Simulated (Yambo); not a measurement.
Yambo run on MoF6 (space group Im-3m, No. 229). The wavefunctions come from this Quantum ESPRESSO step (LDA, PseudoDojo standard norm-conserving files, scalar-relativistic):

```
&CONTROL
  calculation = 'nscf'
  pseudo_dir = './pseudo'
  outdir = './out'
/
&SYSTEM
  ibrav = 0
  nat = 7
  ntyp = 2
  ecutwfc = 84.0
  ecutrho = 336.0
  occupations = 'fixed'
  force_symmorphic = .true.
  nbnd = 189
/
&ELECTRONS
  conv_thr = 7.000000000000001e-09
  diago_full_acc = .true.
  diago_thr_init = 1e-08
/
ATOMIC_SPECIES
F 18.9984 F.upf
Mo 95.9500 Mo.upf
CELL_PARAMETERS angstrom
 -3.167345000000   3.167345000000   3.167345000000
  3.167345000000  -3.167345000000   3.167345000000
  3.167345000000   3.167345000000  -3.167345000000
ATOMIC_POSITIONS crystal
F   0.710670000000   0.710670000000   0.000000000000
F   0.289330000000   0.289330000000   0.000000000000
F   0.000000000000   0.710670000000   0.710670000000
F  -0.000000000000   0.289330000000   0.289330000000
F   0.710670000000   0.000000000000   0.710670000000
F   0.289330000000   0.000000000000   0.289330000000
Mo   0.000000000000   0.000000000000   0.000000000000
K_POINTS automatic
2 2 2 0 0 0
```

Yambo input:

```
rim_cut
gw0
dyson
el_el_corr
HF_and_locXC
ppa
em1d
RandQpts= 1000000
RandGvec= 1 Ry
EXXRLvcs= 84 Ry
VXCRLvcs= 336 Ry
Chimod= "HARTREE"
% BndsRnXp
 2 | 187 |
%
NGsBlkXp= 7 Ry
% LongDrXp
 1.0 | 1.0 | 1.0 |
%
PPAPntXp= 27.2114 eV
% GbndRnge
 1 | 187 |
%
GTermKind= "BG"
DysSolver= "n"
ExtendOut
% QPkrange
 1 | 1 | 28 | 29 |
 2 | 2 | 28 | 29 |
%
```

k points by index: 1 = Γ, 2 = N.

Resulting energies as the program prints them:

```
#    K-point    Band    Eo [eV]    E [eV]    E-Eo [eV]    Vxc [eV]    Vnlxc [eV]    Sc|Eo [eV]    Sc|E [eV]    dSc/dw|Eo [eV]    Re(Z)    Im(Z)
#
    1    28    0.000000    -1.917763    -1.917763    -22.74505    -30.27720    5.088100    5.614383    -7.466823    0.784680    -0.001428
    1    29    4.408622    6.892521    2.483899    -20.82062    -15.43357    -2.389759    -2.903147    -5.623899    0.828720    -0.001687
    2    28    -0.079834    -1.999330    -1.919496    -22.58224    -30.12656    5.097523    5.624824    -7.474470    0.784507    -0.001474
    2    29    4.293293    6.744827    2.451534    -20.41603    -15.03156    -2.436177    -2.932937    -5.513639    0.831513    -0.001498
```
(The two width columns are left out.) Convergence of these settings isn't established.

Spin-orbit coupling is not included.

Geometry of the Materials Project entry, not relaxed at this level.

The structure is a Materials Project entry; no match was found in the copy of COD used, and its stability was not checked.
